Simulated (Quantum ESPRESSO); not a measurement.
**Band energies of GaP at -2 % isotropic strain**

```xyz
2
Lattice="0.0000 2.6656 2.6656 2.6656 0.0000 2.6656 2.6656 2.6656 0.0000" Properties=species:S:1:pos:R:3 pbc="T T T"
P      3.9984     3.9984     3.9984
Ga     5.3311     5.3311     5.3311
```

PBE (stringent potentials; pw.x of Quantum ESPRESSO, ONCV potentials, scalar-relativistic); path ΓXWKΓLUWLK,UX; energies in eV from the valence-band maximum.

| k (1/Å) | point | band 9 | band 10 | band 11 | band 12 | band 13 | band 14 | band 15 | band 16 |
|---|---|---|---|---|---|---|---|---|---|
| 0.00 | Γ | -14.54 | -13.01 | 0.00 | 0.00 | 0.00 | 2.38 | 3.87 | 3.87 |
| 0.54 |  | -14.52 | -12.07 | -3.31 | -1.65 | -1.65 | 2.27 | 4.06 | 6.54 |
| 1.18 | X | -14.51 | -9.73 | -7.08 | -2.92 | -2.92 | 1.51 | 1.75 | 11.07 |
| 1.77 | W | -14.53 | -9.61 | -6.84 | -3.90 | -3.75 | 4.71 | 5.15 | 6.13 |
| 1.91 |  | -14.52 | -9.66 | -6.83 | -4.09 | -3.36 | 3.81 | 5.03 | 6.68 |
| 2.18 | K | -14.52 | -9.76 | -6.85 | -4.30 | -2.46 | 2.12 | 4.91 | 8.47 |
| 2.60 |  | -14.53 | -10.95 | -5.61 | -3.70 | -1.31 | 3.27 | 5.87 | 5.95 |
| 3.12 |  | -14.53 | -12.68 | -1.97 | -0.92 | -0.16 | 3.18 | 4.12 | 4.17 |
| 3.43 | Γ | -14.54 | -13.01 | 0.00 | 0.00 | 0.00 | 2.38 | 3.87 | 3.87 |
| 3.74 |  | -14.54 | -12.69 | -2.13 | -0.35 | -0.35 | 2.75 | 4.37 | 4.37 |
| 4.35 |  | -14.53 | -10.83 | -6.85 | -1.20 | -1.20 | 1.90 | 4.71 | 4.71 |
| 4.46 | L | -14.53 | -10.72 | -7.03 | -1.22 | -1.22 | 1.88 | 4.69 | 4.69 |
| 4.97 |  | -14.53 | -10.08 | -6.71 | -4.03 | -2.11 | 2.51 | 5.87 | 7.13 |
| 5.18 | U | -14.52 | -9.76 | -6.85 | -4.30 | -2.46 | 2.12 | 4.91 | 8.47 |
| 5.49 |  | -14.53 | -9.64 | -6.84 | -4.04 | -3.50 | 4.13 | 5.05 | 6.47 |
| 5.59 | W | -14.53 | -9.61 | -6.84 | -3.90 | -3.75 | 4.71 | 5.15 | 6.13 |
| 6.06 |  | -14.53 | -10.36 | -6.79 | -3.17 | -1.94 | 3.47 | 4.23 | 6.34 |
| 6.43 | L | -14.53 | -10.72 | -7.03 | -1.22 | -1.22 | 1.88 | 4.69 | 4.69 |
| 6.59 |  | -14.53 | -10.65 | -6.98 | -1.82 | -1.35 | 2.41 | 4.52 | 4.98 |
| 7.07 |  | -14.52 | -9.84 | -6.77 | -4.33 | -2.34 | 2.24 | 5.42 | 8.04 |
| 7.15 | K | -14.52 | -9.76 | -6.85 | -4.30 | -2.46 | 2.12 | 4.91 | 8.47 |
| 7.15 | U | -14.52 | -9.76 | -6.85 | -4.30 | -2.46 | 2.12 | 4.91 | 8.47 |
| 7.57 | X | -14.51 | -9.73 | -7.08 | -2.92 | -2.92 | 1.51 | 1.75 | 11.07 |

The PBE gap is indirect, 1.48 eV, from Γ to 91 % of the way from Γ to X; the smallest direct gap is 2.38 eV.

Spin-orbit splittings are left out.

Geometry strained from the cell relaxed with PBEsol, atoms relaxed again.
